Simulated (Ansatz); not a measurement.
Task: Each is relaxed and computed with plane-wave PAW r²SCAN (Ansatz code). Which is the only metal?
(A) Cs2LiAlF6, P-3m1 (Cs on 2d, Li on 1a, Al on 1b, F on 6i)
(B) HfSiO4, I4_1/amd (Hf on 4a, Si on 4b, O on 16h)
(C) AlCo2Si2, P-3m1 (Al on 1a, Co on 2d, Si on 2d)
(D) In2Si2O7, C2/m (Pearson symbol mS22)

Result: C, AlCo2Si2, P-3m1 (Al on 1a, Co on 2d, Si on 2d). AlCo2Si2: metal; Cs2LiAlF6: gap 8.15 eV; HfSiO4: gap 6.00 eV (indirect); In2Si2O7: gap 3.63 eV (direct). Standing as an ambient phase not checked: AlCo2Si2, P-3m1 (Al on 1a, Co on 2d, Si on 2d); Cs2LiAlF6, P-3m1 (Cs on 2d, Li on 1a, Al on 1b, F on 6i); In2Si2O7, C2/m (Pearson symbol mS22). All cells were relaxed under the symmetry of their starts (and spin orders); stability against distortions was not tested throughout. Rows with no word on spin ran without spin polarisation. Scalar-relativistic: spin–orbit coupling is off unless named, which matters more the heavier the elements.

Potentials: the later of the program's two PAW sets.
